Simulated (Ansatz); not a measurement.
# Fe (simple cubic): energy against volume

These are results of Ansatz 0.2.0, DFT, r2SCAN, plane waves (500 eV) with PAW, scalar-relativistic, not measurements. The PAW files were generated under PBE, with cores re-solved for the functional.

The cell is scaled uniformly from the relaxed one, with fractional coordinates and shape fixed. Energies are extrapolated to zero smearing, pressures are those at the given smearing. Magnetic state: spin not included. It is not the lowest magnetic state of this structure.

A Birch-Murnaghan fit gives V₀ = 11.18 Å³/atom, B₀ = 232 GPa, B₀′ = 4.5.

Question: What are the energy above the minimum and the pressure at 9.880 Å³/atom?

Answer: 138.1 meV/atom and 38.75 GPa as computed.

Question: What are the energy above the minimum and the pressure at 11.676 Å³/atom?

Answer: 14.5 meV/atom and -8.25 GPa as computed.

Question: What are the energy above the minimum and the pressure at 12.574 Å³/atom?

Answer: 101.0 meV/atom and -20.09 GPa as computed.
